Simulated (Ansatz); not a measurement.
Input and command of a plane-wave DFT calculation in Ansatz:

```yaml
crystal:
  lattice:
    - [4.0528818138, 0.0, 0.0]
    - [0.0, 4.0528818138, 0.0]
    - [0.0, 0.0, 4.0528818138]
  atoms:
    - { symbol: Si, position: [0.0, 0.0, 0.0] }
    - { symbol: Ge, position: [0.0, 0.5, 0.5] }
    - { symbol: Ge, position: [0.5, 0.0, 0.5] }
    - { symbol: Ge, position: [0.5, 0.5, 0.0] }
basis:
  ecutwfc: 420
kpoints:
  mp_grid: { grid: [4, 4, 4] }
hamiltonian:
  xc: pbe
scf:
  occupations: { method: gaussian, width: 0.1 }
  lower_state_search: "off"
output:
  forces: true
  stress: true
  eigenvalues: true
relax:
  adjacent_minimum: "off"
  f_tol: 0.04
  max_steps: 70
  cell: { stress_tol: 0.4 }
```

```bash
ansatz run input.yaml --threads 1 --pin off --max-ram 2560MiB --backend cpu --events-out ev --progress --plain --runs-dir out
```

Processor: Intel(R) Xeon(R) Platinum 8259CL CPU @ 2.50GHz (Skylake/Cascade Lake), 1 thread, on a host shared with other jobs.

Estimate time, memory and problem size.

About 6.8 s on 1 thread of Intel(R) Xeon(R) Platinum 8259CL CPU @ 2.50GHz (Skylake/Cascade Lake) (shared host), peak memory 0.38 GiB. It solves 28 bands at 10 k points (the mesh reduced by the symmetry that the task leaves, which can be less than the crystal's) with about 1419 plane waves (on the last cell), in 22 SCF iterations over 4 ionic steps.
